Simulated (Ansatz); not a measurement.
ZnS:
```cif
data_S4Zn4
_chemical_formula_sum 'S4 Zn4'
_space_group_name_H-M_alt 'F-43m'
_space_group_IT_number 216
_space_group_name_Hall 'F -4 2 3'
_cell_length_a 5.38903
_cell_length_b 5.38903
_cell_length_c 5.38903
_cell_angle_alpha 90.000
_cell_angle_beta 90.000
_cell_angle_gamma 90.000
loop_
_atom_site_label
_atom_site_type_symbol
_atom_site_symmetry_multiplicity
_atom_site_Wyckoff_symbol
_atom_site_fract_x
_atom_site_fract_y
_atom_site_fract_z
_atom_site_occupancy
S1 S 4 c 0.25000 0.25000 0.25000 1
Zn1 Zn 4 a 0.00000 0.00000 0.00000 1
```
(The calculation used a cell of 2 atoms; values per cell refer to that cell.)

Relaxed with r²SCAN.

Question: Decompose the optical modes at the zone centre into irreducible representations, and say which are infrared and Raman allowed.

Answer: Point group -43m: Γ_opt = T2. Infrared: T2. Raman: T2.

Question: Assign frequencies (DFPT, r²SCAN (plane waves, PAW; program Ansatz); without the LO–TO term).

Answer: T2 273 cm⁻¹.

Symmetry was held in the r²SCAN relaxation; phonons on a q-mesh show no instability.

Potentials: the later of the program's two PAW sets.
